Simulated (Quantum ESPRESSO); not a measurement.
## Band energies of LiF at -1.5 % isotropic strain

```xyz
2
Lattice="0.0000 1.9707 1.9707 1.9707 0.0000 1.9707 1.9707 1.9707 0.0000" Properties=species:S:1:pos:R:3 pbc="T T T"
Li     0.0000     0.0000     0.0000
F      1.9707     1.9707     1.9707
```

PBEsol (Quantum ESPRESSO, PseudoDojo norm-conserving, 84 Ry, scalar-relativistic); path ΓXWKΓLUWLK,UX; energies in eV from the valence-band maximum.

| k (1/Å) | point | band 1 | band 2 | band 3 | band 4 | band 5 | band 6 | band 7 | band 8 |
|---|---|---|---|---|---|---|---|---|---|
| 0.00 | Γ | -40.05 | -19.97 | 0.00 | 0.00 | 0.00 | 9.54 | 24.78 | 24.78 |
| 0.53 |  | -40.03 | -19.81 | -0.75 | -0.29 | -0.29 | 10.65 | 20.77 | 21.82 |
| 1.06 |  | -39.97 | -19.41 | -2.42 | -0.84 | -0.84 | 13.33 | 17.62 | 19.27 |
| 1.59 | X | -39.95 | -19.16 | -3.34 | -1.11 | -1.11 | 15.26 | 16.56 | 18.17 |
| 2.28 |  | -39.95 | -19.19 | -2.56 | -2.06 | -0.88 | 15.34 | 15.51 | 17.99 |
| 2.39 | W | -39.95 | -19.20 | -2.31 | -2.31 | -0.87 | 15.40 | 15.40 | 17.98 |
| 2.84 |  | -39.95 | -19.21 | -2.76 | -1.75 | -0.82 | 14.83 | 15.31 | 19.02 |
| 2.95 | K | -39.95 | -19.21 | -2.78 | -1.72 | -0.82 | 14.77 | 15.31 | 19.13 |
| 3.38 |  | -39.96 | -19.37 | -2.08 | -1.83 | -0.40 | 12.96 | 15.76 | 19.86 |
| 4.01 |  | -40.02 | -19.76 | -1.14 | -0.47 | -0.03 | 10.81 | 18.64 | 21.13 |
| 4.54 |  | -40.05 | -19.96 | -0.04 | -0.01 | 0.00 | 9.59 | 23.80 | 23.99 |
| 4.65 | Γ | -40.05 | -19.97 | 0.00 | 0.00 | 0.00 | 9.54 | 24.78 | 24.78 |
| 5.04 |  | -40.04 | -19.88 | -0.60 | -0.05 | -0.05 | 10.09 | 20.55 | 22.67 |
| 5.63 |  | -39.99 | -19.58 | -2.29 | -0.21 | -0.21 | 11.01 | 17.45 | 19.91 |
| 6.03 | L | -39.97 | -19.49 | -2.75 | -0.25 | -0.25 | 10.97 | 17.34 | 19.32 |
| 6.13 |  | -39.97 | -19.48 | -2.74 | -0.31 | -0.27 | 11.05 | 17.26 | 19.35 |
| 6.68 |  | -39.96 | -19.31 | -2.55 | -1.57 | -0.59 | 13.24 | 15.90 | 19.61 |
| 7.00 | U | -39.95 | -19.21 | -2.78 | -1.72 | -0.82 | 14.77 | 15.31 | 19.13 |
| 7.34 |  | -39.95 | -19.20 | -2.61 | -1.97 | -0.85 | 15.20 | 15.33 | 18.37 |
| 7.57 | W | -39.95 | -19.20 | -2.31 | -2.31 | -0.87 | 15.40 | 15.40 | 17.98 |
| 7.85 |  | -39.95 | -19.24 | -2.39 | -2.05 | -0.76 | 14.40 | 15.60 | 18.76 |
| 8.32 |  | -39.96 | -19.42 | -2.66 | -0.84 | -0.39 | 11.87 | 16.65 | 19.49 |
| 8.69 | L | -39.97 | -19.49 | -2.75 | -0.25 | -0.25 | 10.97 | 17.34 | 19.32 |
| 8.87 |  | -39.97 | -19.47 | -2.73 | -0.40 | -0.29 | 11.18 | 17.14 | 19.38 |
| 9.31 |  | -39.96 | -19.32 | -2.56 | -1.50 | -0.57 | 13.09 | 15.97 | 19.63 |
| 9.67 | K | -39.95 | -19.21 | -2.78 | -1.72 | -0.82 | 14.77 | 15.31 | 19.13 |
| 9.67 | U | -39.95 | -19.21 | -2.78 | -1.72 | -0.82 | 14.77 | 15.31 | 19.13 |
| 10.23 | X | -39.95 | -19.16 | -3.34 | -1.11 | -1.11 | 15.26 | 16.56 | 18.17 |

The PBEsol gap is direct, 9.54 eV at Γ.

Geometry strained from the cell relaxed with PBEsol, atoms relaxed again.
